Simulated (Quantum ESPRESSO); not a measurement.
# Planted mistakes on one cell of W4S6PCl

The results below are calculated, not measured. They come from pw.x of Quantum ESPRESSO 7.5, a plane-wave density functional program, with PseudoDojo standard norm-conserving files (v0.5 for PBE, v0.4.1 for LDA and PBEsol). The cells are made up: elements, strain and atom displacements were drawn at random, and nothing was relaxed. There is no spin polarisation, spin-orbit coupling or dispersion term.

The cell has 12 sites of a 2H layered lattice (rectangular cell). Sites 1 to 4 hold W W W W; sites 5 to 12 hold S S S S S S P Cl. Cell vectors in Å: (3.269, 0.000, 0.000); (0.000, 5.662, 0.000); (0.000, 0.000, 12.953). Settings: PBE, cutoff 1007 eV, 7 x 4 x 2 k mesh shifted by half a step, Fermi-Dirac smearing of 0.025 eV.

The intended run has a self-consistency threshold of 1e-07 eV, a smearing term of 0.000 eV, a pressure of -7.05 GPa and 19 iterations. Each further run changes one thing: all lengths scaled by 1.0085; atoms of sites 7 and 11 exchanged; files of LDA; one electron added; smearing 0.39 eV; threshold 0.2 eV. A coarse mesh keeps the shift, and a charged cell sits in a uniform background.

| run | change of free energy (eV) | smearing term -TS (eV) | change of P (GPa) | largest change of a force component (eV/Å) | iterations |
| --- | --- | --- | --- | --- | --- |
| A | -0.421 | -1.562 | 0.86 | 0.361 | 19 |
| B | -17.892 | 0.000 | -7.01 | 0.648 | 19 |
| C | 0.033 | 0.000 | -0.50 | 0.180 | 7 |
| D | -0.043 | 0.000 | 0.06 | 1.066 | 18 |
| E | 0.323 | 0.000 | -2.66 | 0.417 | 18 |
| F | 10.973 | -0.020 | 10.76 | 0.869 | 21 |

A rerun of the intended cell at 1227 eV and k mesh 9 x 6 x 4 moved values by no more than 0.006 eV in the cell's energy, 0.03 GPa in stress and 0.003 eV/Å in force.

Question: which change belongs to which run?

## Worked reading

Run C has the fewest iterations, as a run stopped early does. Run A has the largest smearing term, as wide smearing gives. Run E changes the volume by a factor of 1.0257; minus its pressure change over the logarithm of that factor, 105 GPa, is a rough bulk modulus with clamped atoms. Energies from files of another functional, or of a charged cell, have another zero and say nothing on stability; the pressure of a charged cell rests on the program's zero of potential too.

## Key

| run | change |
| --- | --- |
| A | smearing 0.39 eV |
| B | files of LDA |
| C | threshold 0.2 eV |
| D | atoms of sites 7 and 11 exchanged |
| E | all lengths scaled by 1.0085 |
| F | one electron added |